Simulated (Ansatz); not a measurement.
## LaLu$_{2}$N$_{3}$: computed properties

Method: DFT PBE, scalar-relativistic, plane waves, PAW in Ansatz 0.2.0.

Plane waves to 420 eV, a k mesh through Γ of 6×6×12 on the computed 6-atom cell and Gaussian smearing (0.10 eV); no spin polarisation.

The structure is relaxed at this level of theory with its symmetry kept, and needn't be the ground state of this composition.

```
CELL_PARAMETERS angstrom
5.93391 0.00000 0.00000
-2.96696 5.13892 0.00000
0.00000 0.00000 3.09179
ATOMIC_POSITIONS crystal
La 0.00000 0.00000 0.50000
Lu 0.33333 0.66667 0.50000
Lu 0.66667 0.33333 0.50000
N 0.50000 0.00000 0.00000
N 0.00000 0.50000 0.00000
N 0.50000 0.50000 0.00000
```

Task: Formation energy from the elements' standard states (uncorrected)?

Result: -0.762 eV/atom.

Task: Kohn–Sham band gap?

Result: none (metal).

Task: Density of states at the Fermi level?

Result: 2.5 states/eV per cell.

Task: Orbital (Löwdin) character within 0.5 eV of the Fermi level?

Result: N 2p 61 %, La 5d 17 %, Lu 5d 7 %.

Task: Bader charge by site (e)?

Result: La (1 in the cell) 1.23, Lu (2 in the cell) 1.83, N (3 in the cell) -1.63.

Spin-orbit coupling is left out, which matters for the bands of heavy elements.

Another cell of LaLu2N3 relaxed alike, in P-4m2, lies 0.35 eV/atom lower, so this cell isn't the stable form at this level.

The cell was found from a structure generator's guess, not taken from experiment. Löwdin shares on free-atom orbitals overweight diffuse shells.
